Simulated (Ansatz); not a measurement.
W3N4 (space group Pm-3m)

```yaml
crystal:
  lattice:
    - [4.17923, 0.00000, 0.00000]
    - [0.00000, 4.17923, 0.00000]
    - [0.00000, 0.00000, 4.17923]
  atoms:
    - { symbol: N, position: [0.50000, 0.50000, 0.50000] }
    - { symbol: N, position: [0.50000, 0.00000, 0.00000] }
    - { symbol: N, position: [0.00000, 0.50000, 0.00000] }
    - { symbol: N, position: [0.00000, 0.00000, 0.50000] }
    - { symbol: W, position: [0.50000, 0.50000, 0.00000] }
    - { symbol: W, position: [0.00000, 0.50000, 0.50000] }
    - { symbol: W, position: [0.50000, 0.00000, 0.50000] }
```

The slice is a {110} plane (indices of the conventional cell) through the point (0.500, 0.000, 0.500) (fractional), spanned by u = [100] and v = [011] in vectors of this cell: u (4.18 Å) and v (5.91 Å, at 90° to u). It covers one period; positions are fractions (u, v).

The numbers are results of PBEsol (plane waves to 420 eV, PAW, scalar-relativistic; Ansatz, a first-principles code), not measurements. k mesh 11×11×11. Near the nuclei the fields are pseudised (PAW); where an atom keeps semicore shells as valence, they peak there. Spin-orbit coupling is left out, though W is heavy. W3N4 is run without spin polarisation. W3N4 was relaxed with its symmetry unable to fall.

Q: What is the valence density on the shortest N–W line in this plane (2.09 Å), at its minimum between the atoms?

A: 0.73 e/Å³.

Q: What is the ELF at the density minimum of the shortest N–W line in this plane (2.09 Å)?

A: 0.3.

Q: Predict the map of the electron localisation function (ELF) on the slice.

A: 
| v \ u | 0.00 | 0.18 | 0.35 | 0.53 | 0.71 | 0.88 |
|---|---|---|---|---|---|---|
| 0.92 | 0.70 | 0.38 | 0.76 | 0.76 | 0.46 | 0.70 |
| 0.83 | 0.26 | 0.18 | 0.37 | 0.56 | 0.24 | 0.20 |
| 0.75 | 0.24 | 0.18 | 0.13 | 0.14 | 0.12 | 0.22 |
| 0.67 | 0.26 | 0.18 | 0.37 | 0.56 | 0.24 | 0.20 |
| 0.58 | 0.70 | 0.38 | 0.76 | 0.76 | 0.46 | 0.70 |
| 0.50 | x | 0.51 | 0.81 | x | 0.55 | 0.67 |
| 0.42 | 0.70 | 0.38 | 0.76 | 0.76 | 0.46 | 0.70 |
| 0.33 | 0.26 | 0.18 | 0.37 | 0.56 | 0.24 | 0.20 |
| 0.25 | 0.24 | 0.18 | 0.13 | 0.14 | 0.12 | 0.22 |
| 0.17 | 0.26 | 0.18 | 0.37 | 0.56 | 0.24 | 0.20 |
| 0.08 | 0.70 | 0.38 | 0.76 | 0.76 | 0.46 | 0.70 |
| 0.00 | x | 0.51 | 0.81 | x | 0.55 | 0.67 |

Values: electron localisation function (ELF). Points within 0.4 Å of a nucleus are blanked (x), as the pseudised field means little there.
